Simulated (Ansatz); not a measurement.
Here are 2 structures of SnSTe, each relaxed with r2SCAN (the PAW code Ansatz). All cells are spin-unpolarised, without nuclear motion, and some may be hypothetical.

Janus 1T monolayer:
```xyz
3
Lattice="3.8970 0.0000 0.0000 -1.9485 3.3749 0.0000 0.0000 0.0000 30.1487" Properties=species:S:1:pos:R:3 pbc="T T F"
Sn    0.0000    0.0000    9.1385
S     0.0000    2.2499   10.5410
Te    1.9485    1.1250    7.3205
```
Periodic in the plane only; c spans the vacuum.

Janus 2H monolayer:
```cif
data_structure
_symmetry_space_group_name_H-M 'P 1'
_symmetry_Int_Tables_number 1
_cell_length_a 3.6572
_cell_length_b 3.6572
_cell_length_c 31.9116
_cell_angle_alpha 90.000
_cell_angle_beta 90.000
_cell_angle_gamma 120.000
_cell_volume 369.64
loop_
_atom_site_label
_atom_site_type_symbol
_atom_site_fract_x
_atom_site_fract_y
_atom_site_fract_z
_atom_site_occupancy
Sn1 Sn 0.33333 0.66667 0.29085 1
S1 S 0.66667 0.33333 0.33838 1
Te1 Te 0.66667 0.33333 0.21686 1
```
The sheet repeats along a and b alone.

(1) Which is lowest in energy with r2SCAN, and by how much?

(2) Does the order change among the functionals that relaxed these cells?

(3) What gaps does r2SCAN give on these cells?

(4) What gaps does PBE give on these cells?

## Answers

(1) Among these cells the lowest with r2SCAN is Janus 1T monolayer, 232 meV an atom below the next, Janus 2H monolayer. Other structures, not computed here, could lie lower.

(2) Not for the lowest cell. PBE agrees on the lowest cell. PBE: Janus 1T monolayer 0, Janus 2H monolayer 160 meV an atom.

(3) Janus 1T monolayer: none (overlap 0.09); Janus 2H monolayer: none (overlap 1.95) (eV; d direct, i indirect).

(4) Janus 1T monolayer: none (overlap 0.25); Janus 2H monolayer: none (overlap 1.93) (eV; d direct, i indirect).

No spin-orbit coupling is included; it can move band edges with weight on the heavy atoms by tenths of an eV.

Overlapping bands make a metal at that level, for which these meshes are coarse; small forces, stresses and energy differences are uncertain.
